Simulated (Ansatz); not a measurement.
## Structure relaxation, Au

The start is a randomly generated symmetric cell of Au (space group No. 78). The cell and all atomic positions are relaxed at zero pressure with PBE (plane waves to 420 eV, PAW, scalar-relativistic; Ansatz, a program for electronic structure). The first steps use a coarse 7×7×10 k-mesh.

Starting cell:
```
Au
1.0
    4.56993     0.00000     0.00000
    0.00000     4.56993     0.00000
    0.00000     0.00000     3.28329
Au
4
Direct
  0.82890   0.44617   0.15360
  0.17110   0.55383   0.65360
  0.55383   0.82890   0.90360
  0.44617   0.17110   0.40360
```

| Property | Result |
|---|---|
| Initial pressure | +92.7 GPa (positive: the cell is compressed) |
| Outcome | The space group goes from P4₃ (No. 78) to P4₃2₁2 (No. 96), with 4 atoms in the primitive cell |
| Energy released | 2.10 to 2.11 eV/atom (the two k-meshes of the run give this range) |
| Volume change | +12.1 %, from 17.14 to 19.21 Å³/atom |
| Band gap at the end | no gap (metallic) |
| Optimiser moves | 20 |

Relaxed structure:

Space group P4₃2₁2 (No. 96); a = b = 5.252 Å, c = 2.786 Å, α = β = γ = 90.00°

```tsv
atom	site	symmetry	x	y	z
Au	4a	..2	0.1739	0.1739	0.5000
```

Final values are on a 9×9×17 k-mesh of the relaxed cell. No spin polarisation in the result.

The run could not lose the symmetry of its start: the end is stationary, and may be a saddle point rather than a minimum.

The relaxed structure here is a generated cell of Au: the first start was made by a random draw of sites in a space group, and the end was not matched to a known phase here, so it may be hypothetical. Known forms of Au include space group No. 225.
